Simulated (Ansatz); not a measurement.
In2O3:
```yaml
crystal:
  lattice:
    - [-5.07916, 5.07916, 5.07916]
    - [5.07916, -5.07916, 5.07916]
    - [5.07916, 5.07916, -5.07916]
  atoms:
    - { symbol: In, position: [0.28397, 0.53397, 0.75000] }
    - { symbol: In, position: [0.71603, 0.46603, 0.25000] }
    - { symbol: In, position: [0.21603, 0.96603, 0.25000] }
    - { symbol: In, position: [0.78397, 0.03397, 0.75000] }
    - { symbol: In, position: [0.75000, 0.28397, 0.53397] }
    - { symbol: In, position: [0.25000, 0.71603, 0.46603] }
    - { symbol: In, position: [0.25000, 0.21603, 0.96603] }
    - { symbol: In, position: [0.75000, 0.78397, 0.03397] }
    - { symbol: In, position: [0.53397, 0.75000, 0.28397] }
    - { symbol: In, position: [0.46603, 0.25000, 0.71603] }
    - { symbol: In, position: [0.96603, 0.25000, 0.21603] }
    - { symbol: In, position: [0.03397, 0.75000, 0.78397] }
    - { symbol: In, position: [0.00000, 0.50000, 0.00000] }
    - { symbol: In, position: [0.00000, 0.00000, 0.50000] }
    - { symbol: In, position: [0.50000, 0.50000, 0.50000] }
    - { symbol: In, position: [0.50000, 0.00000, 0.00000] }
    - { symbol: O, position: [0.53682, 0.77227, 0.54473] }
    - { symbol: O, position: [0.46318, 0.22773, 0.45527] }
    - { symbol: O, position: [0.72755, 0.99210, 0.95527] }
    - { symbol: O, position: [0.27245, 0.00790, 0.04473] }
    - { symbol: O, position: [0.96318, 0.50790, 0.23545] }
    - { symbol: O, position: [0.03682, 0.49210, 0.76455] }
    - { symbol: O, position: [0.77245, 0.72773, 0.26455] }
    - { symbol: O, position: [0.22755, 0.27227, 0.73545] }
    - { symbol: O, position: [0.54473, 0.53682, 0.77227] }
    - { symbol: O, position: [0.45527, 0.46318, 0.22773] }
    - { symbol: O, position: [0.95527, 0.72755, 0.99210] }
    - { symbol: O, position: [0.04473, 0.27245, 0.00790] }
    - { symbol: O, position: [0.23545, 0.96318, 0.50790] }
    - { symbol: O, position: [0.76455, 0.03682, 0.49210] }
    - { symbol: O, position: [0.26455, 0.77245, 0.72773] }
    - { symbol: O, position: [0.73545, 0.22755, 0.27227] }
    - { symbol: O, position: [0.77227, 0.54473, 0.53682] }
    - { symbol: O, position: [0.22773, 0.45527, 0.46318] }
    - { symbol: O, position: [0.99210, 0.95527, 0.72755] }
    - { symbol: O, position: [0.00790, 0.04473, 0.27245] }
    - { symbol: O, position: [0.50790, 0.23545, 0.96318] }
    - { symbol: O, position: [0.49210, 0.76455, 0.03682] }
    - { symbol: O, position: [0.72773, 0.26455, 0.77245] }
    - { symbol: O, position: [0.27227, 0.73545, 0.22755] }
```

Relaxed with r²SCAN. Special points in fractions of this cell's reciprocal vectors: Γ (0.000, 0.000, 0.000); H (0.500, -0.500, 0.500); N (0.000, 0.000, 0.500); P (0.250, 0.250, 0.250).

List the band energies nearest the valence-band maximum at these points for r²SCAN (plane waves, PAW; program Ansatz).

In eV from the valence-band maximum; about four levels below and three above (degenerate sets whole), none deeper than 8.9 eV; points with the same levels are listed once.

| k | below | above |
|---|---|---|
| Γ | -0.25 -0.25 -0.25 0.00 0.00 0.00 | 1.65 6.09 6.09 6.09 |
| H | -0.24 -0.24 -0.24 -0.24 -0.24 -0.15 | 4.62 4.62 4.62 |
| N | -0.15 -0.15 -0.03 -0.03 | 3.70 3.70 5.52 5.52 |
| P | -0.10 -0.10 -0.10 -0.10 | 4.33 4.33 4.33 4.33 |

Space group Ia-3 (bixbyite). Symmetry was held in the r²SCAN relaxation. Scalar-relativistic: spin–orbit coupling is off unless named, which matters more the heavier the elements.

Potentials: the later of the program's two PAW sets.
